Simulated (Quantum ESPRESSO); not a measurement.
Zr$_{3}$GaO$_{7}$F (made-up cell), MgAl$_{6}$SiN$_{8}$ (made-up cell) (calculated)

Computed with Quantum ESPRESSO 7.5. Calculation on a made-up crystal cell, not a measurement: periodic Kohn-Sham density functional theory in plane waves with PseudoDojo standard norm-conserving scalar-relativistic pseudopotentials, each functional with its own files (v0.5 for PBE, v0.4.1 for LDA and PBEsol), no spin polarisation, no spin-orbit coupling, atoms not relaxed, stress positive in tension, energies less a fixed whole-eV offset for each atom's element; levels are Kohn-Sham levels at fractions of this cell's reciprocal vectors, counted from the reference band (half the neutral cell's valence electrons, rounded up) at Gamma; error bars cover cutoff and k-mesh only, not smearing or the files; each bar is the largest change over components, and at least 0.002 eV, 0.002 eV per angstrom or 0.02 GPa; added strain carries the atoms with the cell, and shear is the tensor component; no dispersion term; energies are for the whole cell, and the offsets were chosen from early runs and are not element reference energies.

Settings shared by all entries: functional pbe; cutoff 1143 eV; fermi dirac smearing 0.025 eV; scf tolerance 1e-07 eV; electrons removed 0.

(1) Zr$_{3}$GaO$_{7}$F (made-up cell)

```cif
# cell vector a (Å): 4.8861 0.0000 0.0000
# cell vector b (Å): 0.0000 4.8861 0.0000
# cell vector c (Å): 0.0000 0.0000 6.5215
data_Zr3GaO7F
_symmetry_space_group_name_H-M 'P 1'
_symmetry_Int_Tables_number 1
_cell_length_a 4.8861
_cell_length_b 4.8861
_cell_length_c 6.5215
_cell_angle_alpha 90.000
_cell_angle_beta 90.000
_cell_angle_gamma 90.000
_cell_volume 155.69
loop_
_atom_site_label
_atom_site_type_symbol
_atom_site_fract_x
_atom_site_fract_y
_atom_site_fract_z
_atom_site_occupancy
Zr1 Zr 0.02722 0.99777 0.99529 1
Zr2 Zr 0.50011 0.50670 0.25572 1
Ga1 Ga 0.01052 0.00583 0.49254 1
Zr3 Zr 0.50631 0.50662 0.75569 1
O1 O 0.30851 0.30892 0.99818 1
O2 O 0.70338 0.69456 0.99420 1
O3 O 0.80782 0.19791 0.24619 1
O4 O 0.20734 0.79931 0.25690 1
O5 O 0.30572 0.31129 0.50248 1
F1 F 0.68883 0.69313 0.49555 1
O6 O 0.80772 0.19418 0.74993 1
O7 O 0.19248 0.79141 0.75766 1
```

It was run with lattice type rutile, doubled along c and k mesh 5 x 5 x 4, shifted by half a step.

It finds free energy less offsets -0.0693 eV; scf iterations 15; smearing term minus ts 0 eV; pressure -3.013 GPa; stress xx 2.219 GPa; stress yy 2.188 GPa; stress zz 4.631 GPa; stress yz -1.053 GPa; stress xz -0.5675 GPa; stress xy -2.433 GPa; reference band 49; error bar energy 0.003286 eV; error bar stress 0.02858 GPa; error bar force 0.002386 eV/Å; error bar next band up 0.002 eV; error bars from tighter rerun of this cell.

Atoms:
```
atoms element  atom site  atom energy offset (eV)
           Zr          1                    -1377
           Zr          2                    -1377
           Ga          3                    -2080
           Zr          4                    -1377
            O          5                     -452
            O          6                     -452
            O          7                     -452
            O          8                     -452
            O          9                     -452
            F         10                     -677
            O         11                     -452
            O         12                     -452
```

Forces:
```
site   x (eV/Å)  y (eV/Å)  z (eV/Å)
   1     -1.393    0.3827    0.2822
   2    -0.5989    -2.369    -2.267
   3     0.9548      1.98    0.1497
   4    -0.5513    -1.788     1.371
   5     0.6303    0.5293    0.2183
   6    -0.2636  -0.02879    0.5871
   7     0.3793   -0.5267    0.9759
   8    -0.9208    0.8973    0.7294
   9     0.1089   -0.2236    -0.239
  10      1.292     1.203    0.5783
  11     0.3658   -0.4322   -0.8657
  12  -0.003845    0.3763     -1.52
```

Levels:
```
level k point  next band up (eV)
        Gamma              2.365
(1/2,1/2,1/2)              3.442
   (0.15,0,0)              2.496
   (0,0.15,0)              2.495
   (0,0,0.15)              2.544
```

(2) MgAl$_{6}$SiN$_{8}$ (made-up cell)

```cif
# cell vector a (Å): 3.1073 -0.0029 -0.0065
# cell vector b (Å): -0.0050 5.3525 0.0180
# cell vector c (Å): -0.0212 0.0339 10.0131
data_MgAl6SiN8
_symmetry_space_group_name_H-M 'P 1'
_symmetry_Int_Tables_number 1
_cell_length_a 3.1073
_cell_length_b 5.3525
_cell_length_c 10.0132
_cell_angle_alpha 89.613
_cell_angle_beta 90.241
_cell_angle_gamma 90.107
_cell_volume 166.53
loop_
_atom_site_label
_atom_site_type_symbol
_atom_site_fract_x
_atom_site_fract_y
_atom_site_fract_z
_atom_site_occupancy
Al1 Al 0.98567 0.00812 0.99648 1
Al2 Al 0.48006 0.50284 0.00772 1
Al3 Al 0.49074 0.18554 0.25203 1
Mg1 Mg 0.99724 0.66114 0.24616 1
Si1 Si 0.01016 0.00572 0.50201 1
Al4 Al 0.49742 0.50815 0.50382 1
Al5 Al 0.49711 0.15123 0.75984 1
Al6 Al 0.98786 0.66568 0.74302 1
N1 N 0.98838 0.99277 0.18475 1
N2 N 0.48181 0.49110 0.18804 1
N3 N 0.50766 0.15216 0.42873 1
N4 N 0.03408 0.66947 0.45066 1
N5 N 0.98989 0.01173 0.69891 1
N6 N 0.49083 0.49807 0.68205 1
N7 N 0.51945 0.15618 0.93393 1
N8 N 0.00015 0.67028 0.93955 1
```

Here we set lattice type doubled wurtzite and k mesh 7 x 4 x 2, shifted by half a step.

It finds free energy less offsets -4.999 eV; scf iterations 17; smearing term minus ts 0 eV; pressure 8.831 GPa; stress xx -9.482 GPa; stress yy -7.627 GPa; stress zz -9.385 GPa; stress yz 3.794 GPa; stress xz -2.843 GPa; stress xy 3.796 GPa; reference band 36; error bar energy 0.004562 eV; error bar stress 0.02039 GPa; error bar force 0.00261 eV/Å; error bar next band up 0.002 eV; error bars from tighter rerun of this cell.

Atoms:
```
atoms element  atom site  atom energy offset (eV)
           Al          1                      -64
           Al          2                      -64
           Al          3                      -64
           Mg          4                    -1617
           Si          5                     -115
           Al          6                      -64
           Al          7                      -64
           Al          8                      -64
            N          9                     -283
            N         10                     -283
            N         11                     -283
            N         12                     -283
            N         13                     -283
            N         14                     -283
            N         15                     -283
            N         16                     -283
```

Forces:
```
site  x (eV/Å)  y (eV/Å)  z (eV/Å)
   1     1.863    -1.402     2.332
   2    0.9049    -0.135   -0.5283
   3  0.002938    -3.141    -5.183
   4   -0.7539    0.3428   0.06008
   5  -0.07389    -2.162   -0.5399
   6     2.016   -0.4276    -1.034
   7   -0.3952     2.714   -0.9806
   8    0.2616    -1.183     1.839
   9   0.04857     3.656    0.7501
  10    0.8383   -0.6618   -0.2293
  11   0.06254   -0.2001     5.448
  12    -2.504     2.923     1.183
  13    0.5851    -1.023     -4.28
  14   0.01958    -0.628     1.673
  15    -2.154      1.71    0.9509
  16   -0.7219   -0.3823    -1.462
```

Levels:
```
level k point  next band up (eV)
        Gamma             0.5356
(1/2,1/2,1/2)              1.438
   (0.15,0,0)              1.463
   (0,0.15,0)             0.7249
   (0,0,0.15)             0.5751
```

(3) MgAl$_{6}$SiN$_{8}$ (made-up cell)

```cif
# cell vector a (Å): 3.1073 -0.0029 -0.0065
# cell vector b (Å): -0.0050 5.3525 0.0180
# cell vector c (Å): -0.0212 0.0339 10.0131
data_MgAl6SiN8
_symmetry_space_group_name_H-M 'P 1'
_symmetry_Int_Tables_number 1
_cell_length_a 3.1073
_cell_length_b 5.3525
_cell_length_c 10.0132
_cell_angle_alpha 89.613
_cell_angle_beta 90.241
_cell_angle_gamma 90.107
_cell_volume 166.53
loop_
_atom_site_label
_atom_site_type_symbol
_atom_site_fract_x
_atom_site_fract_y
_atom_site_fract_z
_atom_site_occupancy
Al1 Al 0.98567 0.00812 0.99648 1
Al2 Al 0.48006 0.50284 0.00772 1
Al3 Al 0.49074 0.18554 0.25203 1
Mg1 Mg 0.99724 0.66114 0.24616 1
Si1 Si 0.01016 0.00572 0.50201 1
Al4 Al 0.49742 0.50815 0.50382 1
Al5 Al 0.49711 0.15123 0.75984 1
Al6 Al 0.98786 0.66568 0.74302 1
N1 N 0.98838 0.99277 0.18475 1
N2 N 0.48181 0.49110 0.18804 1
N3 N 0.50766 0.15216 0.42873 1
N4 N 0.03408 0.66947 0.45066 1
N5 N 0.98989 0.01173 0.69891 1
N6 N 0.49083 0.49807 0.68205 1
N7 N 0.51253 0.15617 0.93393 1
N8 N 0.00015 0.67028 0.93955 1
```

Settings of this run: lattice type doubled wurtzite and k mesh 7 x 4 x 2, shifted by half a step.

The calculation gives: free energy less offsets -5.041 eV; scf iterations 16; smearing term minus ts 0 eV; pressure 8.742 GPa; stress xx -9.316 GPa; stress yy -7.548 GPa; stress zz -9.363 GPa; stress yz 3.728 GPa; stress xz -2.615 GPa; stress xy 3.517 GPa; reference band 36; error bar energy 0.004562 eV; error bar stress 0.02039 GPa; error bar force 0.00261 eV/Å; error bar next band up 0.002 eV; error bars from tighter rerun of a related cell.

Atoms:
```
atoms element  atom site  atom energy offset (eV)
           Al          1                      -64
           Al          2                      -64
           Al          3                      -64
           Mg          4                    -1617
           Si          5                     -115
           Al          6                      -64
           Al          7                      -64
           Al          8                      -64
            N          9                     -283
            N         10                     -283
            N         11                     -283
            N         12                     -283
            N         13                     -283
            N         14                     -283
            N         15                     -283
            N         16                     -283
```

Forces:
```
site  x (eV/Å)  y (eV/Å)  z (eV/Å)
   1      1.49    -1.291     2.246
   2    0.8735   -0.1314   -0.5282
   3  0.003117    -3.141    -5.183
   4   -0.7541     0.343   0.05973
   5  -0.07797    -2.162   -0.5398
   6     2.016   -0.4275    -1.034
   7   -0.4057     2.714    -1.001
   8    0.2627    -1.183     1.839
   9   0.03416     3.657    0.7496
  10    0.8421   -0.6612   -0.2281
  11   0.06057   -0.2004     5.448
  12    -2.502     2.924     1.184
  13    0.5707    -1.022    -4.277
  14    0.0248   -0.6275     1.672
  15    -1.688     1.593     1.055
  16   -0.7504   -0.3842    -1.462
```

Levels:
```
level k point  next band up (eV)
        Gamma             0.5339
(1/2,1/2,1/2)              1.436
   (0.15,0,0)              1.462
   (0,0.15,0)             0.7232
   (0,0,0.15)             0.5734
```
